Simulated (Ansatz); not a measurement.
Sheets of one type (MA2Z4 (prismatic core, outer Z over the empty site)-type), DFT-r²SCAN+D4 in the program Ansatz with PAW potentials; HSE06 gaps on those cells.

| layer | a (Å) | thickness (Å) |
|---|---|---|
| NbGe2P4 | 3.591 | 9.56 |
| WAs4Ge2 | 3.650 | 10.02 |
| WP4Si2 | 3.456 | 9.28 |
| TaGe2P4 | 3.590 | 9.54 |
| WGe2P4 | … | … |

### Question
Complete the blanks.

### Answer

- WGe2P4, a (Å): 3.517
- WGe2P4, thickness (Å): 9.51

Began spin-polarised and lost the moments: NbGe2P4, MA2Z4 (prismatic core, outer Z over the empty site)-type layer; TaGe2P4, MA2Z4 (prismatic core, outer Z over the empty site)-type layer. All cells were relaxed under the symmetry of their starts (and spin orders); stability against distortions was not tested throughout. Rows with no word on spin ran without spin polarisation. Scalar-relativistic: spin–orbit coupling is off unless named, which matters more the heavier the elements. Constructed layers (a layer type filled with these elements): NbGe2P4, MA2Z4 (prismatic core, outer Z over the empty site)-type layer; WAs4Ge2, MA2Z4 (prismatic core, outer Z over the empty site)-type layer; WP4Si2, MA2Z4 (prismatic core, outer Z over the empty site)-type layer; TaGe2P4, MA2Z4 (prismatic core, outer Z over the empty site)-type layer; WGe2P4, MA2Z4 (prismatic core, outer Z over the empty site)-type layer.

Potentials: the later of the program's two PAW sets.
